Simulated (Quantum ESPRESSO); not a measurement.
Simulation results for Mg3AlOF7 (made-up cell)

Calculation on a made-up crystal cell, not a measurement: periodic Kohn-Sham density functional theory in plane waves with PseudoDojo standard norm-conserving scalar-relativistic pseudopotentials, each functional with its own files (v0.5 for PBE, v0.4.1 for LDA and PBEsol), no spin polarisation, no spin-orbit coupling, atoms not relaxed, stress positive in tension, energies less a fixed whole-eV offset for each atom's element; levels are Kohn-Sham levels at fractions of this cell's reciprocal vectors, counted from the reference band (half the neutral cell's valence electrons, rounded up) at Gamma; error bars cover cutoff and k-mesh only, not smearing or the files; each bar is the largest change over components, and at least 0.002 eV, 0.002 eV per angstrom or 0.02 GPa; added strain carries the atoms with the cell, and shear is the tensor component; no dispersion term; energies are for the whole cell, and the offsets were chosen from early runs and are not element reference energies. Program: Quantum ESPRESSO 7.5.

Common to all runs: lattice type fluorite; functional pbe; cutoff 1143 eV; fermi dirac smearing 0.025 eV; scf tolerance 1e-07 eV; electrons removed 0; added strain kind zz; k mesh 5 x 5 x 5, shifted by half a step.

(1) 
```cif
# cell vector a (Å): 4.9795 0.0101 -0.0022
# cell vector b (Å): 0.0101 4.9144 -0.0306
# cell vector c (Å): -0.0022 -0.0306 4.9370
data_Mg3AlOF7
_symmetry_space_group_name_H-M 'P 1'
_symmetry_Int_Tables_number 1
_cell_length_a 4.9795
_cell_length_b 4.9145
_cell_length_c 4.9371
_cell_angle_alpha 90.712
_cell_angle_beta 90.052
_cell_angle_gamma 89.766
_cell_volume 120.81
loop_
_atom_site_label
_atom_site_type_symbol
_atom_site_fract_x
_atom_site_fract_y
_atom_site_fract_z
_atom_site_occupancy
Mg1 Mg 0.00173 0.00958 0.01003 1
Mg2 Mg 0.98491 0.51431 0.48611 1
Mg3 Mg 0.49681 0.98626 0.50354 1
Al1 Al 0.51733 0.50610 0.98362 1
F1 F 0.23656 0.24080 0.25669 1
F2 F 0.26454 0.23303 0.74096 1
O1 O 0.26173 0.74696 0.23614 1
F3 F 0.25132 0.75152 0.74864 1
F4 F 0.74657 0.23464 0.23132 1
F5 F 0.73511 0.28635 0.76682 1
F6 F 0.74834 0.75295 0.25388 1
F7 F 0.75533 0.76001 0.74872 1
_calc_added_strain -0.0071
_calc_structure_shown 'before the added strain of -0.0071'
_calc_free_energy_less_offsets 30.25  # eV
_calc_scf_iterations 12
_calc_smearing_term_minus_ts 0  # eV
_calc_pressure 1.898  # GPa
_calc_stress_xx 1.702  # GPa
_calc_stress_yy -3.225  # GPa
_calc_stress_zz -4.171  # GPa
_calc_stress_yz 2.068  # GPa
_calc_stress_xz -1.709  # GPa
_calc_stress_xy -1.809  # GPa
_calc_reference_band 44
_calc_error_bar_energy 0.004297  # eV
_calc_error_bar_stress 0.02415  # GPa
_calc_error_bar_force 0.002574  # eV/angstrom
_calc_error_bar_next_band_up 0.002  # eV
_calc_error_bars_from 'tighter rerun of a related cell'
```

Atoms:
```csv
atoms element,atom site,atom energy offset (eV)
Mg,1,-1617
Mg,2,-1617
Mg,3,-1617
Al,4,-64
F,5,-677
F,6,-677
O,7,-452
F,8,-677
F,9,-677
F,10,-677
F,11,-677
F,12,-677
```

Forces:
```csv
site,x (eV/Å),y (eV/Å),z (eV/Å)
1,1.676,-1.189,0.6129
2,2.025,0.4238,-0.9501
3,-1.422,-0.5256,-1.402
4,-2.78,1.802,2.083
5,0.2769,0.5122,-0.3661
6,-0.2212,1.116,1.021
7,0.8445,-1.515,-0.7928
8,0.5,-1.099,-0.2718
9,-0.903,1.198,0.6123
10,0.2953,-0.008046,-0.5598
11,0.2662,-0.9454,-0.6389
12,-0.5586,0.2294,0.6525
```

Levels:
```csv
level k point,next band up (eV)
Gamma,1.775
"(1/2,1/2,1/2)",4.411
"(0.15,0,0)",2.05
"(0,0.15,0)",2.059
"(0,0,0.15)",2.053
```

(2) 
```cif
# cell vector a (Å): 4.9795 0.0101 -0.0022
# cell vector b (Å): 0.0101 4.9144 -0.0306
# cell vector c (Å): -0.0022 -0.0306 4.9370
data_Mg3AlOF7
_symmetry_space_group_name_H-M 'P 1'
_symmetry_Int_Tables_number 1
_cell_length_a 4.9795
_cell_length_b 4.9145
_cell_length_c 4.9371
_cell_angle_alpha 90.712
_cell_angle_beta 90.052
_cell_angle_gamma 89.766
_cell_volume 120.81
loop_
_atom_site_label
_atom_site_type_symbol
_atom_site_fract_x
_atom_site_fract_y
_atom_site_fract_z
_atom_site_occupancy
Mg1 Mg 0.00173 0.00958 0.01003 1
Mg2 Mg 0.98491 0.51431 0.48611 1
Mg3 Mg 0.49681 0.98626 0.50354 1
Al1 Al 0.51733 0.50610 0.98362 1
F1 F 0.23656 0.24080 0.25669 1
F2 F 0.26454 0.23303 0.74096 1
O1 O 0.26173 0.74696 0.23614 1
F3 F 0.25132 0.75152 0.74864 1
F4 F 0.74657 0.23464 0.23132 1
F5 F 0.73511 0.28635 0.76682 1
F6 F 0.74834 0.75295 0.25388 1
F7 F 0.75533 0.76001 0.74872 1
_calc_added_strain 0.0021
_calc_structure_shown 'before the added strain of 0.0021'
_calc_free_energy_less_offsets 30.23  # eV
_calc_scf_iterations 12
_calc_smearing_term_minus_ts 0  # eV
_calc_pressure 0.741  # GPa
_calc_stress_xx 1.915  # GPa
_calc_stress_yy -2.942  # GPa
_calc_stress_zz -1.195  # GPa
_calc_stress_yz 2.091  # GPa
_calc_stress_xz -1.737  # GPa
_calc_stress_xy -1.908  # GPa
_calc_reference_band 44
_calc_error_bar_energy 0.004297  # eV
_calc_error_bar_stress 0.02415  # GPa
_calc_error_bar_force 0.002574  # eV/angstrom
_calc_error_bar_next_band_up 0.002  # eV
_calc_error_bars_from 'tighter rerun of a related cell'
```

Atoms:
```csv
atoms element,atom site,atom energy offset (eV)
Mg,1,-1617
Mg,2,-1617
Mg,3,-1617
Al,4,-64
F,5,-677
F,6,-677
O,7,-452
F,8,-677
F,9,-677
F,10,-677
F,11,-677
F,12,-677
```

Forces:
```csv
site,x (eV/Å),y (eV/Å),z (eV/Å)
1,1.658,-1.166,0.6418
2,1.988,0.4295,-0.9676
3,-1.418,-0.5309,-1.404
4,-2.717,1.772,2.063
5,0.2672,0.4914,-0.3405
6,-0.2288,1.096,0.9927
7,0.8266,-1.489,-0.8341
8,0.5055,-1.092,-0.2416
9,-0.8889,1.199,0.5285
10,0.2834,-0.006182,-0.4653
11,0.2794,-0.9366,-0.6121
12,-0.5549,0.2334,0.6399
```

Levels:
```csv
level k point,next band up (eV)
Gamma,1.729
"(1/2,1/2,1/2)",4.338
"(0.15,0,0)",2.002
"(0,0.15,0)",2.012
"(0,0,0.15)",2.005
```
